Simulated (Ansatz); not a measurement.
KYTe₂ in space group R-3m (No. 166; K on 3b, Y on 3a, Te on 6c), the program Ansatz at the r²SCAN level (PAW). The conduction-band minimum lies at F, with 3 equivalent valleys. Second derivatives d²E/dk² of the lowest band at one valley (eV·Å²), along Cartesian directions:

| direction | d²E/dk² |
|---|---|
| [100] | 12.54 |
| [010] | 22.72 |
| [001] | 10.41 |
| [110] | 8.813 |
| [101] | 6.864 |
| [011] | 13.91 |

Problem. Find the principal effective masses, the density-of-states mass and the conductivity mass.

Solution. Off-diagonal terms follow from H_xy = H[110] − (H_xx + H_yy)/2, and m*/mₑ = 7.620 eV·Å² over each eigenvalue: 0.27, 0.53, 2.2. One valley's DOS mass (m₁m₂m₃)^(1/3) = 0.69, conductivity mass 3/(Σ 1/mᵢ) = 0.50 mₑ.

Problem. What effective density of states Nc follows at 300 K for parabolic valleys?

Solution. Nc = 2.509e19 × 3 × (0.69)^(3/2) ≈ 4.3e19 cm⁻³.

The first step of the workflow began from a Materials Project structure, measured or hypothetical; the Crystallography Open Database copy checked does not list it. Its standing as an ambient phase is unchecked. The r²SCAN relaxation kept the symmetry of its start; whether a distortion lowers the energy is not shown. No spin polarisation was allowed. Scalar-relativistic: spin–orbit coupling is off unless named, which matters more the heavier the elements.

Potentials: the later of the program's two PAW sets.

Edges and masses are those of Kohn–Sham bands, whose gap is no quasiparticle gap.
